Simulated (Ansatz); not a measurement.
## How the vibrations of LiF change with volume

Method: DFT LDA, scalar-relativistic, plane waves, PAW (Ansatz 0.2.0). Plane waves to 420 eV; Γ-centred k mesh 10×10×10; fixed occupations. No spin polarisation. Phonons by linear response, acoustic sum rule imposed.

Relaxed structure:
```
CELL_PARAMETERS angstrom
0.00000 1.95445 1.95445
1.95445 0.00000 1.95445
1.95445 1.95445 0.00000
ATOMIC_POSITIONS crystal
Li 0.00000 0.00000 0.00000
F 0.50000 0.50000 0.50000
```

Cells at 0.98 and 1.02 times the equilibrium volume were relaxed in shape and atoms; γ = −d ln ν / d ln V, modes matched by rank.

Task: Give the optical frequencies at Γ without the LO field (cm⁻¹) at the three volumes and the mode Grüneisen parameters.

Result:
```csv
0.98 V,V,1.02 V,γ,degeneracy
357,339,322,2.63,3
```

Task: What pressures hold the two strained cells, and what bulk modulus follows?

Result: 1.83 GPa at 0.98 V and -1.65 GPa at 1.02 V, so B = −dP/d ln V ≈ 87 GPa.

Task: How does the gap respond?

Result: It is 9.90, 9.70 and 9.50 eV at 0.98, 1 and 1.02 V: dE_g/d ln V = -10.1 eV.

Task: And the dielectric constants (a third of the trace)?

Result: ε∞: 2.12, 2.12, 2.11; ε0: 7.7, 8.2, 8.8, in order of rising volume.